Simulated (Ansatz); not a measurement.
A relaxed structure of Os is spoiled in several ways and relaxed again each time (noise and exchanges are one random draw each; squeezed and stretched starts keep its symmetry, which their runs cannot lower; pressure is positive under compression). Method: r2SCAN (plane waves to 500 eV, PAW, scalar-relativistic; Ansatz, a quantum-chemistry and plane-wave program).

```cif
data_Os2
_chemical_formula_sum 'Os2'
_space_group_name_H-M_alt 'P63/mmc'
_space_group_IT_number 194
_space_group_name_Hall '-P 6c 2c'
_cell_length_a 2.73835
_cell_length_b 2.73835
_cell_length_c 4.31593
_cell_angle_alpha 90.000
_cell_angle_beta 90.000
_cell_angle_gamma 120.000
loop_
_atom_site_label
_atom_site_type_symbol
_atom_site_symmetry_multiplicity
_atom_site_Wyckoff_symbol
_atom_site_fract_x
_atom_site_fract_y
_atom_site_fract_z
_atom_site_occupancy
Os1 Os 2 d 0.66667 0.33333 0.25000 1
```

```csv
change,first pressure (GPa),largest first force (eV/Å),released (eV/atom),moves,outcome,final group,E − E(parent) (eV/atom)
stretched uniformly to 115 % of its volume,(withheld),0.00,(withheld),8,(withheld),(withheld),(withheld)
with every coordinate shifted by Gaussian noise of σ = 0.45 Å,22.5,5.02,0.82,9,returns to the parent,P6₃/mmc,0.00
```

**Question.** Fill in the missing entries.

**Answer.** 
- stretched uniformly to 115 % of its volume, first pressure (GPa): -42.7
- stretched uniformly to 115 % of its volume, released (eV/atom): 0.32
- stretched uniformly to 115 % of its volume, outcome: returns to the parent
- stretched uniformly to 115 % of its volume, final group: P6₃/mmc
- stretched uniformly to 115 % of its volume, E − E(parent) (eV/atom): 0.00

First-step values come from each run's starting, coarser k-mesh (13×13×7, 14×14×8). The runs use different k-meshes, so differences are rounded accordingly. No spin polarisation in the result.
